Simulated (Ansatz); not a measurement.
The elements of this relaxed trial crystal are hidden behind letters.

```
lattice vectors (Å)
  -1.4870    2.1781    7.6669
   1.4870   -2.1781    7.6669
   1.4870    2.1781   -7.6669
fractional positions
X 0.3005 0.3005 0.0000
X 0.6995 0.6995 0.0000
Z 0.9076 0.9076 0.0000
Z 0.5000 0.5000 0.0000
Z 0.0924 0.0924 0.0000
Q 0.8148 0.3148 0.5000
Q 0.4107 0.9107 0.5000
Q 0.0000 0.5000 0.5000
Q 0.5893 0.0893 0.5000
Q 0.1852 0.6852 0.5000
```

Method: Ansatz 0.2.0, DFT PBE, scalar-relativistic, plane waves, PAW. Plane waves to 420 eV, a 16×16×16 mesh through Γ for the 10-atom cell and 0.10 eV Gaussian smearing; no spin polarisation.

```
Space group                                  : Immm (No. 71)
Conventional cell                            : a = 2.974 Å, b = 4.356 Å, c = 15.334 Å
Volume per atom                              : 9.93 Å³
Density                                      : 8.49 g/cm³
Energy over the elements                     : −1.22 eV/atom
Gap on the 16×16×16 mesh of the 10-atom cell : 0 eV (a metal)
```

Energies are uncorrected and count from the elements' standard states at the same level.

**Question.** X is a d-block element of period 6, Z is a p-block element of period 3 and Q is a p-block element of period 2. Which elements are they?

**Answer.** X = Hf, Z = Al, Q = N, so the formula is Hf2Al3N5. Density times volume gives a mean mass of 8.49 × 9.93/1.6605 = 50.8 u per atom, and this set has 50.8 u. Around Hf lie 6 N at 2.19–2.31 Å, 6 Hf at 2.97–3.06 Å and 6 Al at 3.06–3.19 Å; Al on a site of symmetry mm2 has 6 N at 2.05–2.18 Å, 7 Al at 2.83–2.99 Å and 5 Hf at 3.11–3.19 Å; around N on a site of symmetry mm2 lie 2 Al at 2.06 Å and 4 Hf at 2.19–2.31 Å; 3 more sites not described. Other sets within the hints have nearly the same mass, so mass alone doesn't settle it; this one was computed.

These runs have no spin–orbit coupling, which can matter for Hf. Symmetry constrained the relaxation, so the result can be a saddle point.
